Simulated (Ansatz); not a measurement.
ZrO$_{2}$ (fluorite), conventional cell a = b = c = 5.089 Å, α = β = γ = 90.00°. The calculation uses the primitive cell of 3 atoms, to which meshes and values per cell refer.

The relaxed cell is deformed in two ways at once: its volume V is scaled, and at that volume it is stretched along z (the c axis of the conventional cell) so that c/a changes. Fractional atomic positions are held.

The numbers are results of r2SCAN (plane waves to 500 eV, PAW, scalar-relativistic; Ansatz, a program for electronic structure), not measurements. k mesh 11×11×11 (Γ-centred), Fermi-Dirac smearing 0.05 eV. Stress and pressure are positive under compression. The PAW data are Ansatz's earlier set. This is a high-temperature form of ZrO2. ZrO2 is run without spin polarisation. ZrO2 was relaxed with its symmetry unable to fall.

Changes of σzz (GPa) from the point V/V₀ = 1.000, (c/a)/(c/a)₀ = 1.000 when one coordinate moves alone (two changes are said to add if the coupling is within 5 % of the smaller one, nearly so within 20 %):

```csv
point,change
"V/V₀ = 1.000, (c/a)/(c/a)₀ = 0.960",12.58
"V/V₀ = 1.000, (c/a)/(c/a)₀ = 0.973",8.32
"V/V₀ = 1.000, (c/a)/(c/a)₀ = 0.987",4.12
"V/V₀ = 0.920, (c/a)/(c/a)₀ = 1.000",25.44
"V/V₀ = 0.947, (c/a)/(c/a)₀ = 1.000",15.76
"V/V₀ = 0.973, (c/a)/(c/a)₀ = 1.000",7.34
"V/V₀ = 1.027, (c/a)/(c/a)₀ = 1.000",-6.40
"V/V₀ = 1.053, (c/a)/(c/a)₀ = 1.000",-11.97
"V/V₀ = 1.080, (c/a)/(c/a)₀ = 1.000",-16.83
"V/V₀ = 1.000, (c/a)/(c/a)₀ = 1.013",-4.07
"V/V₀ = 1.000, (c/a)/(c/a)₀ = 1.027",-8.09
"V/V₀ = 1.000, (c/a)/(c/a)₀ = 1.040",-12.06
```

Question: Do the two effects add at V/V₀ = 1.080, (c/a)/(c/a)₀ = 1.040? Give the computed change.

Answer: The sum of the single changes is -16.83 + (-12.06) = -28.89; the calculation gives -27.75, so the coupling contributes 1.14 (under 20 % of the smaller single change, nearly additive).

Question: Do the two effects add at V/V₀ = 1.027, (c/a)/(c/a)₀ = 1.040? Give the computed change.

Answer: The sum of the single changes is -6.40 + (-12.06) = -18.46; the calculation gives -18.06, so the coupling contributes 0.40 (under 20 % of the smaller single change, nearly additive).

Question: What is the change at V/V₀ = 1.053, (c/a)/(c/a)₀ = 1.027, where both move, and how far is it from the sum?

Answer: The sum of the single changes is -11.97 + (-8.09) = -20.06; the calculation gives -19.53, so the coupling contributes 0.53 (under 20 % of the smaller single change, nearly additive).

(A scan under strain: stresses follow from slopes of the energy per volume, elastic moduli from its curvatures.)
